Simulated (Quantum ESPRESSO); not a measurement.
**Kohn-Sham bands of MoP (P-6m2)**

```
MoP
1.0
    3.23476     0.00000     0.00000
   -1.61738     2.80138     0.00000
    0.00000     0.00000     3.18228
Mo P
1 1
Direct
  0.00000   0.00000   0.00000
  0.33333   0.66667   0.50000
```

Structure: Materials Project mp-219, symmetrised, not relaxed again. COD (Crystallography Open Database) has an entry of this formula and space group (matched by these alone). Computed values, not measurements, from PBEsol: Quantum ESPRESSO (norm-conserving PseudoDojo potentials, cutoff 64 Ry, no spin polarisation, no spin-orbit coupling) on a Γ-centred 12×12×10 mesh, then Wannier90. Density: 12×12×10 mesh, cold smearing 0.01 Ry.

**Question.** List the Kohn-Sham levels between −8 and 3.0 eV relative to the Fermi level at the high-symmetry points, as a band run of pw.x on that density gives them (levels within 2 meV counted together).

**Answer.** 
```tsv
point	k (reciprocal lattice)	levels (eV)
Γ	0.000 0.000 0.000	-4.18, -3.33 (×2), -0.62, 0.29 (×2)
M	0.500 0.000 0.000	-7.24, -3.86, -3.74, -1.29, -0.39, 1.69, 2.30
K	0.333 0.333 0.000	-6.55, -5.25, -3.68, -1.47, -0.09, 0.60, 0.81
A	0.000 0.000 0.500	-7.84, -2.74 (×2), -1.68 (×2), 1.40, 2.93 (×2)
L	0.500 0.000 0.500	-6.14, -5.25, -4.43, -1.05, 1.40, 1.86
H	0.333 0.333 0.500	-6.86, -5.71, -3.20, -1.31, 1.54
```
